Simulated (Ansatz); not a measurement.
SiB$_{2}$Mo$_{2}$:
```xyz
5
Lattice="1.5273 -5.5277 0.0000 1.5273 5.5277 0.0000 0.0000 0.0000 3.1344" Properties=species:S:1:pos:R:3 pbc="T T T"
Si     0.0000     0.0000     0.0000
Mo     1.5273     1.5102     1.5672
Mo     1.5273    -1.5102     1.5672
B      1.5273     3.2474     0.0000
B      1.5273    -3.2474     0.0000
```

Relaxed with r²SCAN.

Q: Map the electron localisation function on the plane through (0.000, 0.000, 0.000) spanned by u = [0, 0, 1] and v = [1, -1, 0] in lattice vectors, from plane-wave PAW r²SCAN (Ansatz code).

A: x is the fraction of u, y of v (the angle between them is 90°; rows are the nearest grid lines); atoms in the plane: Si at (0.00, 0.00), Mo at (0.50, 0.36), Mo at (0.50, 0.64), B at (0.00, 0.21), B at (0.00, 0.79).
```
|%=:=*#*===*#*=:=%|
|-=+#%#*===*#%#+=-|
|##%%#*++=++*#%%##|
|%%%##*+===+*##%%%|
|.:+%%#*===*#%%+:.|
|  -#%#+=-=+#%#-  |
|-=*##+-:.:-+##*=-|
|*+=-:=#%%%#=:-=+*|
|-:.:*@@*=*@@*:.:-|
|=-::+%@@@@@%+::-=|
|==-:-+#%%%#+-:-==|
|======-----======|
|======-----======|
|==-:-+#%%%#+-:-==|
|=-::+%@@@@@%+::-=|
|-:.:*@@*=*@@*:.:-|
|*+=-:=#%%%#=:-=+*|
|-=*##+-:.:-+##*=-|
|  -#%#+=-=+#%#-  |
|.:+%%#*===*#%%+:.|
|%%%##*+===+*##%%%|
|##%%#*++=++*#%%##|
|-=+#%#*===*#%#+=-|
|%=:=*#*===*#*=:=%|
```
Scale: ten equal steps from 0.008 (start of ' ') to 0.752 (end of '@'), in the order ' .:-=+*#%@'; x runs from 0.000 to 1.00, y from 0.000 (bottom) to 1.00 (top).

The density is the valence pseudo-density with augmentation charge, so density and ELF within about 1 Å of a nucleus are not all-electron values.

Space group Cmmm. The start of the workflow was typed in or built on a structure type; neither database checked (COD, Materials Project) lists it. Its standing as an ambient phase is unchecked. The r²SCAN relaxation kept the symmetry of its start; whether a distortion lowers the energy is not shown. No spin polarisation was allowed.

Potentials: the later of the program's two PAW sets.
